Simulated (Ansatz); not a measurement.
The start is a generated cell, Mo built in the omega structure type. The cell and all atomic positions are relaxed at zero pressure with r2SCAN (plane waves to 500 eV, PAW, scalar-relativistic; Ansatz, a program for electronic structure). First-step values are on the input's coarse k-mesh.

Ansatz input (later rounds restart from its end on a renewed k-mesh):
Ansatz 0.2 input:
```yaml
crystal:
  lattice:
    - [4.4499641, 0, 0]
    - [-2.224982, 3.8537819, 0]
    - [0, 0, 2.70654]
  atoms:
    - { symbol: Mo, position: [0, 0, 0] }
    - { symbol: Mo, position: [0.33333333, 0.66666667, 0.5] }
    - { symbol: Mo, position: [0.66666667, 0.33333333, 0.5] }
basis: { ecutwfc: 500, ecutrho_ratio: 4, xc_grid: 4, fft_grid_basis: typed }
kpoints: { mp_grid: { grid: [9, 9, 12] } }
hamiltonian:
  xc: r2scan
  dispersion: none
  pseudopotentials: { azcp: { folder: ./paw }, kind: paw }
scf: { occupations: { method: fermi_dirac, width: 0.05 } }
relax: { f_tol: 0.01, max_steps: 100, cell: { stress_tol: 0.02 } }
output: { forces: true, stress: true }
```

- Outcome = The space group stays P6/mmm (No. 191) (the run could not lower it), with 3 atoms in the primitive cell
- Energy released = 0.13 eV/atom
- Shortest distances (start → end) = The closest pairs of elements (up to four, under 3.6 Å), start → end: Mo–Mo 2.57 → 2.54 Å
- Optimiser moves = 12

Final structure:

Space group P6/mmm (No. 191); a = b = 4.658 Å, c = 2.544 Å, α = β = 90.00°, γ = 120.00°

```json
[
 {"atom": "Mo", "site": "1a", "symmetry": "6/mmm", "x": "0.0000", "y": "0.0000", "z": "0.0000"},
 {"atom": "Mo", "site": "2d", "symmetry": "-6m2", "x": "0.3333", "y": "0.6667", "z": "0.5000"}
]
```

Final values are on a 12×12×18 k-mesh of the relaxed cell. No spin polarisation in the result.

The run could not lower the symmetry of its start; a shaken copy of this end point relaxes with r2SCAN to Im-3m (No. 229), 0.44 eV/atom lower.

The relaxed structure here is a generated cell of Mo: the first start was made by placing the elements on the sites of a structure type, and the end was not matched to a known phase here, so it may be hypothetical. Known forms of Mo include space group No. 229.
